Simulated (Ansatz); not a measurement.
HfSiO$_{4}$:
```xyz
12
Lattice="-3.2910 3.2910 2.9856 3.2910 -3.2910 2.9856 3.2910 3.2910 -2.9856" Properties=species:S:1:pos:R:3 pbc="T T T"
O      3.2910     2.0758    -1.0755
O      3.2910     1.2152     2.5684
O      3.2910    -1.2152     2.5684
O      0.0000     1.2152     1.9101
O      1.2152     0.0000     4.0612
O      4.5063     0.0000     0.4173
O      2.0758     0.0000     0.4173
O      2.0758     3.2910     1.0755
Si     0.0000     0.0000     2.9856
Si     3.2910     0.0000     1.4928
Hf     0.0000     3.2910     1.4928
Hf     0.0000     0.0000     0.0000
```

Relaxed with r²SCAN.

Question: Map the electron localisation function on the plane through (0.135, 0.320, 0.815) spanned by u = [1, 1, 0] and v = [1, 0, 1] in lattice vectors, from r²SCAN in the plane-wave PAW code Ansatz.

Answer: x is the fraction of u, y of v (the angle between them is 90°; rows are the nearest grid lines); atoms in the plane: O at (0.00, 0.00), O at (0.61, 0.87), O at (0.61, 0.50), O at (0.00, 0.37), Si at (0.18, 0.18), Si at (0.43, 0.68), Hf at (0.93, 0.68), Hf at (0.68, 0.18).
```
|2489974100000014676532000489842|
|5689863100000147899987300389865|
|9998630000002579986789840037999|
|8876310000013689852379961012578|
|2100000001112699987799841123432|
|6310000011111489999999621478886|
|9851000111100113565542116999999|
|9961001111002510122110027999899|
|9961001111101410122110027999899|
|8620000111100158998887313799998|
|5200000011111589998899721368875|
|3332100000013689852489961001123|
|9986310000013689863479951013689|
|8899752000000368999999620269988|
|4589863100000136899986300389864|
|4689974110000000111111100389964|
|8899973111100000013566531169988|
|9999731011110000147999973137899|
|3331111001111000489999997301223|
|1110054001111001489988998300011|
|8887410011110000279999995114678|
|9999841011110000137899863138999|
|4589974110000001111111100489964|
|2489974100000014676532000489842|
```
Scale: ten equal steps from 0.017 (start of '0') to 0.859 (end of '9'), in the order '0123456789'; x runs from 0.000 to 1.00, y from 0.000 (bottom) to 1.00 (top).

The density is the valence pseudo-density with augmentation charge, so density and ELF within about 1 Å of a nucleus are not all-electron values.

Space group I4_1/amd. Symmetry was held in the r²SCAN relaxation. No spin polarisation was allowed. Spin–orbit coupling is left out wherever it is not named.

Potentials: the later of the program's two PAW sets.
